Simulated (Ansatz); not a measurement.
SiGe:
```
CELL_PARAMETERS angstrom
      1.98127     1.14389     6.46125
     -1.98127     1.14389     6.46125
      0.00000    -2.28777     6.46125
ATOMIC_POSITIONS crystal
  Si 0.93909 0.93909 0.93909
  Si 0.06091 0.06091 0.06091
  Ge 0.43574 0.43574 0.43574
  Ge 0.56426 0.56426 0.56426
```

Relaxed with PBE. Special points in fractions of this cell's reciprocal vectors: Γ (0.000, 0.000, 0.000); T (0.500, 0.500, 0.500); H2 (0.812, 0.188, 0.500); H0 (0.500, -0.188, 0.188); L (0.500, 0.000, 0.000); S0 (0.344, -0.344, 0.000); S2 (0.656, 0.000, 0.344); F (0.500, 0.000, 0.500).

Problem. List the band energies nearest the valence-band maximum at these points for the program Ansatz at the PBE with spin–orbit coupling level (PAW).

Solution. In eV from the valence-band maximum; about four levels below and three above (degenerate sets whole), none deeper than 8.9 eV; points with the same levels are listed once.

```
k                     below                above
--  -----------------------  -------------------
Γ     -0.03 -0.03 0.00 0.00  0.77 0.77 1.30 1.30
T   -0.84 -0.84 -0.77 -0.77  1.17 1.17 1.23 1.23
H2  -2.50 -2.50 -2.29 -2.29  1.47 1.47 2.10 2.10
L   -2.35 -2.35 -2.24 -2.24  1.43 1.43 1.50 1.50
S0  -2.65 -2.65 -2.25 -2.25  1.34 1.34 3.16 3.16
F   -1.37 -1.37 -1.26 -1.26  0.32 0.32 0.76 0.76
```

Space group R-3m. The start of the workflow was typed in or built on a structure type; neither database checked (COD, Materials Project) lists it. Its standing as an ambient phase is unchecked. The cell was relaxed with PBE under the symmetry of its start; whether a distortion lowers the energy is not shown.

Potentials: the later of the program's two PAW sets.
